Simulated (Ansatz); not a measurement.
CF4:
```
CF4
1.0
    4.03207     2.02951     0.00000
   -4.03207     2.02951     0.00000
   -3.96928     0.00000     6.91909
F C
8 2
Direct
  0.88964   0.11417   0.60120
  0.11417   0.88964   0.89880
  0.11036   0.88583   0.39880
  0.88583   0.11036   0.10120
  0.26826   0.47848   0.29574
  0.47848   0.26826   0.20426
  0.73174   0.52152   0.70426
  0.52152   0.73174   0.79574
  0.18599   0.18599   0.25000
  0.81401   0.81401   0.75000
```

Relaxed with LDA.

Q: Give the optical modes at the zone centre with their infrared and Raman activity from DFPT, LDA in the plane-wave PAW code Ansatz.

A: Transverse frequencies, without the LO–TO term; a row sums one degenerate level.

```tsv
ω (cm⁻¹)	degeneracy	IR ((D/Å)²/amu)	Raman (Å⁴/amu)	activity
39	1	0.00	0	silent
54	1	0.00	0	silent
54	1	0.00	0	silent
67	1	0.00	0	silent
71	1	0.00	0	silent
76	1	0.00	0	silent
85	1	0.00	0	silent
91	1	0.00	0	silent
96	1	0.00	0	silent
421	1	0.00	0	silent
424	1	0.00	2.2	Raman
426	1	0.00	0	silent
429	1	0.00	2.3	Raman
613	1	0.00	2.9	Raman
613	1	0.37	0	IR
614	1	0.32	0	IR
614	1	0.00	3.3	Raman
614	1	0.35	0	IR
615	1	0.00	3.2	Raman
906	1	0.00	0	silent
907	1	0.00	40	Raman
1178	1	29.42	0	IR
1178	1	0.00	2.1	Raman
1186	1	28.93	0	IR
1190	1	28.66	0	IR
1197	1	0.00	2.1	Raman
1289	1	0.00	2.4	Raman
```

Q: How high does the top mode go among those that the LO–TO term moves?

A: 1306 cm⁻¹ for q along x, 1309 cm⁻¹ for q along y, 1300 cm⁻¹ for q along z.

Space group C2/c. The workflow started from an entry of the Crystallography Open Database (COD). The cell was relaxed with LDA under the symmetry of its start; phonons on a q-mesh show no instability. The substance is a gas or liquid at ambient conditions. A crystal of weakly bound molecules computed without a dispersion correction: the cell and the soft elastic constants depend strongly on that.

Potentials: the later of the program's two PAW sets.
